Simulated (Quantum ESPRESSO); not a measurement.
## Band energies of K₂S at -0.7 % isotropic strain

```xyz
3
Lattice="0.0000 3.6415 3.6415 3.6415 0.0000 3.6415 3.6415 3.6415 0.0000" Properties=species:S:1:pos:R:3 pbc="T T T"
S      0.0000     0.0000     0.0000
K      5.4623     5.4623     5.4623
K      1.8208     1.8208     1.8208
```

PBEsol (pw.x of Quantum ESPRESSO, ONCV potentials, without SOC); path ΓXWKΓLUWLK,UX; energies in eV from the valence-band maximum.

```csv
k (1/Å),point,band 8,band 9,band 10,band 11,band 12,band 13,band 14,band 15
0.00,Γ,-12.35,-9.64,-0.25,-0.25,-0.25,2.40,5.41,5.41
0.22,,-12.34,-9.58,-0.42,-0.21,-0.21,2.85,5.31,5.54
0.43,,-12.33,-9.47,-0.66,-0.12,-0.12,3.72,5.01,5.90
0.65,,-12.31,-9.37,-0.79,-0.03,-0.03,3.65,5.65,5.84
0.86,X,-12.27,-9.33,-0.82,0.00,0.00,3.43,5.31,6.62
1.15,,-12.28,-9.33,-0.62,-0.21,-0.01,3.58,5.55,6.18
1.29,W,-12.28,-9.33,-0.42,-0.42,-0.02,3.63,5.82,5.82
1.45,,-12.28,-9.33,-0.55,-0.28,-0.02,3.64,5.60,6.14
1.60,K,-12.28,-9.33,-0.60,-0.22,-0.02,3.65,5.50,6.44
1.80,,-12.30,-9.36,-0.46,-0.35,-0.07,3.99,5.51,6.05
2.01,,-12.32,-9.43,-0.57,-0.20,-0.13,3.99,5.37,5.62
2.21,,-12.34,-9.54,-0.48,-0.20,-0.19,3.21,5.44,5.49
2.41,,-12.35,-9.62,-0.29,-0.25,-0.24,2.51,5.41,5.43
2.51,Γ,-12.35,-9.64,-0.25,-0.25,-0.25,2.40,5.41,5.41
2.62,,-12.35,-9.62,-0.29,-0.24,-0.24,2.52,5.42,5.42
2.83,,-12.38,-9.53,-0.50,-0.19,-0.19,3.27,5.51,5.51
3.15,,-12.47,-9.39,-0.66,-0.10,-0.10,4.50,5.42,5.79
3.26,L,-12.49,-9.38,-0.66,-0.09,-0.09,4.72,5.16,5.83
3.37,,-12.44,-9.38,-0.65,-0.12,-0.09,4.57,5.23,5.87
3.58,,-12.33,-9.35,-0.55,-0.26,-0.06,4.01,5.56,6.14
3.79,U,-12.28,-9.33,-0.60,-0.22,-0.02,3.65,5.50,6.44
3.99,,-12.28,-9.33,-0.51,-0.32,-0.02,3.64,5.67,6.02
4.09,W,-12.28,-9.33,-0.42,-0.42,-0.02,3.63,5.82,5.82
4.18,,-12.29,-9.33,-0.43,-0.40,-0.02,3.67,5.81,5.85
4.44,,-12.37,-9.36,-0.57,-0.23,-0.07,4.15,5.50,6.06
4.62,,-12.45,-9.38,-0.65,-0.11,-0.09,4.62,5.21,5.86
4.70,L,-12.49,-9.38,-0.66,-0.09,-0.09,4.72,5.16,5.83
4.79,,-12.45,-9.38,-0.65,-0.11,-0.09,4.61,5.21,5.86
4.97,,-12.35,-9.36,-0.57,-0.23,-0.07,4.14,5.49,6.08
5.14,,-12.29,-9.34,-0.55,-0.27,-0.03,3.76,5.55,6.33
5.23,K,-12.28,-9.33,-0.60,-0.22,-0.02,3.65,5.50,6.44
5.23,U,-12.28,-9.33,-0.60,-0.22,-0.02,3.65,5.50,6.44
5.54,X,-12.27,-9.33,-0.82,0.00,0.00,3.43,5.31,6.62
```

The PBEsol gap is indirect, 2.40 eV, from X to Γ; the smallest direct gap is 2.65 eV. Another valence extremum on the path lies within 0.02 eV, too close to call.

Geometry strained from the cell relaxed with PBEsol, atoms relaxed again.
